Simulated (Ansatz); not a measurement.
## What moves the field gradients of Si3N4?

Cell of run 1: a Materials Project structure (computed, not necessarily an observed phase), taken as it stands.

Space group P6_3/m (No. 176); a = 7.6045, c = 2.9052 Å, γ = 120.00°.

| site | Wyckoff | site symmetry | x | y | z |
| --- | --- | --- | --- | --- | --- |
| Si | 6h | m.. | 0.2311 | 0.8249 | 0.7500 |
| N7 | 2d | -6.. | 0.3333 | 0.6667 | 0.7500 |
| N9 | 6h | m.. | 0.9692 | 0.6699 | 0.7500 |

One atom of each set is listed.

All runs are DFT with Ansatz 0.2.0 (plane waves and PAW, scalar-relativistic unless spin–orbit coupling is named, Γ-centred meshes, Fermi–Dirac smearing where given) in this cell.

Run 1: PBE, atoms as given; 420 eV, 4×4×10 k-points, smearing 0.02 eV.
Run 2: r2SCAN, atoms as given; 500 eV, 4×4×10 k-points, smearing 0.02 eV.
Run 3: LDA, atoms as given; 420 eV, 4×4×10 k-points, smearing 0.02 eV.

| run | Si V_zz (η) | N7 V_zz (η) | N9 V_zz (η) |
| --- | --- | --- | --- |
| 1 | 0.96 (0.48) | -4.91 (0.00) | -4.94 (0.07) |
| 2 | 0.95 (0.46) | -4.98 (0.00) | -4.92 (0.07) |
| 3 | ? | ? | ? |

V_zz in 10²¹ V/m².

Q: Estimate the row of run 3.

A: Si: 0.95 (0.49); N7: -4.72 (0.00); N9: -4.76 (0.07). It lies nearest to run 1, from whose tensors on these sites it differs by 0.19 at most (largest principal value of the difference, on N7).

The cell isn't the equilibrium one in run 1 (calculated pressure 6 GPa), and the entry's cell may itself be off.
